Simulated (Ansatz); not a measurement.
Relaxation of a relaxed ZrO2 cell shaken by Gaussian noise of σ = 0.08 Å a coordinate; 9 atoms in the cell, which starts as P1 (No. 1), aP9; a = 3.295 Å, b = 5.613 Å, c = 5.613 Å, α = 120.00°, β = 90.00°, γ = 90.00°. All values below come from r2SCAN (plane waves to 500 eV, PAW, scalar-relativistic; Ansatz, a program for electronic structure). Γ-centred k-mesh 5×5×7 on the run's cell (coarser than for final values), Fermi–Dirac smearing 0.05 eV. This is the first round of the run. 

The optimiser's lines from the output (shortened; P is positive under compression):

```
relax step   1: F+E_penalty+E_count = -16011.69801866 eV  Δ(F+E_penalty+E_count) = +0.000e0 eV  max|allowed force component| = 4.891e0 eV/Å  Δτ_max = 0.0000 Å  P = +9.867 GPa  Ω = 89.895 Å³  (9 SCF iters, dr2 threshold 1.00e-7 eV, accepted)
relax step   2: F+E_penalty+E_count = -16013.33132030 eV  Δ(F+E_penalty+E_count) = -1.633e0 eV  max|allowed force component| = 2.206e0 eV/Å  Δτ_max = 0.1936 Å  P = +1.907 GPa  Ω = 90.192 Å³  (8 SCF iters, dr2 threshold 9.00e-7 eV, accepted)
relax step   3: F+E_penalty+E_count = -16013.68679636 eV  Δ(F+E_penalty+E_count) = -3.555e-1 eV  max|allowed force component| = 1.049e-1 eV/Å  Δτ_max = 0.1109 Å  P = -0.714 GPa  Ω = 90.127 Å³  (7 SCF iters, dr2 threshold 9.00e-7 eV, accepted)
relax step   4: F+E_penalty+E_count = -16013.69008297 eV  Δ(F+E_penalty+E_count) = -3.287e-3 eV  max|allowed force component| = 1.565e-2 eV/Å  Δτ_max = 0.0140 Å  P = +0.250 GPa  Ω = 89.820 Å³  (6 SCF iters, dr2 threshold 9.00e-7 eV, accepted)
relax step   5: F+E_penalty+E_count = -16013.69014335 eV  Δ(F+E_penalty+E_count) = -6.038e-5 eV  max|allowed force component| = 1.631e-3 eV/Å  Δτ_max = 0.0042 Å  P = +0.009 GPa  Ω = 89.891 Å³  (5 SCF iters, dr2 threshold 2.59e-7 eV, accepted)
relax step   6: F+E_penalty+E_count = -16013.69014293 eV  Δ(F+E_penalty+E_count) = +4.212e-7 eV  max|allowed force component| = 1.565e-3 eV/Å  Δτ_max = 0.0000 Å  P = +0.008 GPa  Ω = 89.891 Å³  stress off target by 1.15e-2 GPa  SCF on the basis re-selected at this cell (its energy is not comparable with the rows above)  (6 SCF iters)
```

From the first to the last row the energy changes by -0.22 eV/atom and the volume by 0.0 %. The last row is marked as not comparable with the walk above it, whose basis was carried along; it does compare with step 1, since both stand on a basis selected at the nominal cutoff for their own cell.

Later rounds, restarted from the end of this one on a renewed k-mesh, logged 2 more steps and released under 1 meV/atom more. The final structure after all rounds: P-62m (No. 189), hP9, AFLOW prototype A2B_hP9_189_fg_bc (C22, as in Fe2P); a = b = 5.6125 Å, c = 3.2952 Å, α = β = 90.00°, γ = 120.00°. No spin polarisation in the result.

The relaxed structure here is a generated cell of ZrO2: the first start was made by placing the elements on the sites of a structure type, and the end was not matched to a known phase here, so it may be hypothetical. Known forms of ZrO2 include space group No. 14, 137, 225.
